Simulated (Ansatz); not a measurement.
The relaxed structure here is a generated cell of BePd: the first start was made by placing the elements on the sites of a structure type, and the end was not matched to a known phase here, so it may be hypothetical.

One starting cell of BePd (a generated cell, BePd placed in the AFLOW prototype AB_hR2_166_a_b (L1_1, as in CuPt)) was relaxed twice with Ansatz (plane waves, PAW, scalar-relativistic): with PBEsol at 420 eV and with PBE at 420 eV. The PBEsol result:

```cif
data_Be3Pd3
_chemical_formula_sum 'Be3 Pd3'
_space_group_name_H-M_alt 'R-3m :H'
_space_group_IT_number 166
_space_group_name_Hall '-R 3 2"'
_cell_length_a 2.79778
_cell_length_b 2.79778
_cell_length_c 10.33990
_cell_angle_alpha 90.000
_cell_angle_beta 90.000
_cell_angle_gamma 120.000
loop_
_atom_site_label
_atom_site_type_symbol
_atom_site_symmetry_multiplicity
_atom_site_Wyckoff_symbol
_atom_site_fract_x
_atom_site_fract_y
_atom_site_fract_z
_atom_site_occupancy
Be1 Be 3 a 0.00000 0.00000 0.00000 1
Pd1 Pd 3 b 0.00000 0.00000 0.50000 1
```
(The calculation used a cell of 2 atoms; values per cell refer to that cell.)

```tsv
quantity	PBEsol	PBE
space group	R-3m	R-3m
volume (Å³/atom)	11.68	___
a (Å)	2.798	___
c (Å)	10.340	___
gap (eV, no spin-orbit coupling)	0.00	___
```

Q: What does PBE give for the same quantities?

A: 
- volume (Å³/atom), PBE: 12.09
- a (Å), PBE: 2.849
- c (Å), PBE: 10.321
- gap (eV, no spin-orbit coupling), PBE: 0.00

Both levels end in the same structure; PBE's volume is 3.5 % larger. Neither column is exact.

No spin polarisation in the result.

The run could not lose the symmetry of its start: the end is stationary, and may be a saddle point rather than a minimum.

All atoms sit on sites fixed by symmetry, so only the cell could relax.

Ansatz is a quantum-chemistry and plane-wave program.
